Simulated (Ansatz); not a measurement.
IrW (CsCl type, space group No. 221), plane-wave PAW PBE (Ansatz code), all energies at zero smearing, with the estimated change up to a 700 eV cutoff added, with one set of potentials and settings (totals compare only within such a set). Cell of 2 atoms (1 Ir, 1 W): -22319.350 eV.

| element | reference phase | E (eV/atom) |
|---|---|---|
| Ir | Fm-3m, 1 atoms in the cell | -11935.3137 |
| W | Im-3m, 1 atoms in the cell | -10384.8193 |

Formation energy per atom, worked out: (-22319.350 − 1×(-11935.3137) − 1×(-10384.8193))/2 = 0.391 eV/atom (38 kJ per mol of atoms), at 0 K, without zero-point energy or fitted corrections.

Space group Pm-3m (CsCl type). The start of the workflow was typed in or built on a structure type; neither database checked (COD, Materials Project) lists it. COD files the formula under space group No. 51. Its standing as an ambient phase is unchecked. The cell was relaxed with PBE under the symmetry of its start; its stability against distortions is not shown here. The run is not spin-polarised. Its formation energy is positive at this level, so the cell may be metastable or incomplete. The references are the lowest solids computed at this level, not always the standard phases. Scalar-relativistic: spin–orbit coupling is off unless named, which matters more the heavier the elements.

Potentials: the later of the program's two PAW sets.
